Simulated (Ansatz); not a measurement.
This run works on a generated trial structure, not on a known crystal.

Input and command of a plane-wave DFT calculation in Ansatz:

```yaml
crystal:
  lattice:
    - [3.72812165, 0.0, 0.0]
    - [-1.86406082, 3.22864806, 0.0]
    - [0.0, 0.0, 14.32595851]
  atoms:
    - { symbol: Nb, position: [0.0, 0.0, 0.0] }
    - { symbol: Te, position: [0.66666667, 0.33333333, 0.37281612] }
    - { symbol: Te, position: [0.66666667, 0.33333333, 0.87281612] }
    - { symbol: Te, position: [0.33333333, 0.66666667, 0.12718388] }
    - { symbol: Te, position: [0.33333333, 0.66666667, 0.62718388] }
    - { symbol: Mo, position: [0.0, 0.0, 0.5] }
basis:
  ecutwfc: 420
kpoints:
  mp_grid: { grid: [6, 6, 2] }
hamiltonian:
  xc: pbe
scf:
  occupations: { method: gaussian, width: 0.1 }
  lower_state_search: "off"
output:
  forces: true
  stress: true
  eigenvalues: true
relax:
  adjacent_minimum: "off"
  f_tol: 0.04
  max_steps: 70
  cell: { stress_tol: 0.4 }
```

```bash
ansatz run input.yaml --threads 1 --pin off --max-ram 2560MiB --backend cpu --events-out ev --progress --plain --runs-dir out
```

Processor: Intel(R) Xeon(R) Processor @ 2.50GHz (Skylake/Cascade Lake), 1 thread, on a host shared with other jobs.

**Question.** Estimate time, memory and problem size.

**Answer.** About 2.5 min, peak memory 0.52 GiB. It solves 55 bands at 14 k points (after reduction by symmetry) with about 3219 plane waves (on the last cell), in 47 SCF iterations over 7 ionic steps.
